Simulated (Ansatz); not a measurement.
CaSe (rock salt, space group No. 225), the program Ansatz at the PBEsol level (PAW): ε∞ = 5.84, cell volume 50.52 Å³. Infrared-active transverse modes:

```json
[
 {"ω_TO (cm⁻¹)": "181.9", "oscillator strength S_xx (e²/amu)": "0.2083"}
]
```

Question: Compute the static dielectric constant.

Answer: Each mode adds (4.921e7/V) S/ω²: 6.13. So ε0 = 12.0.

Question: What LO frequency does the Lyddane–Sachs–Teller relation give?

Answer: ω_LO = ω_TO √(ε0/ε∞) = 260 cm⁻¹.

Space group Fm-3m (rock salt). The cell was relaxed with PBEsol under the symmetry of its start; of distortions, only those at the zone centre were tested. Scalar-relativistic: spin–orbit coupling is off unless named, which matters more the heavier the elements.

Potentials: the later of the program's two PAW sets.
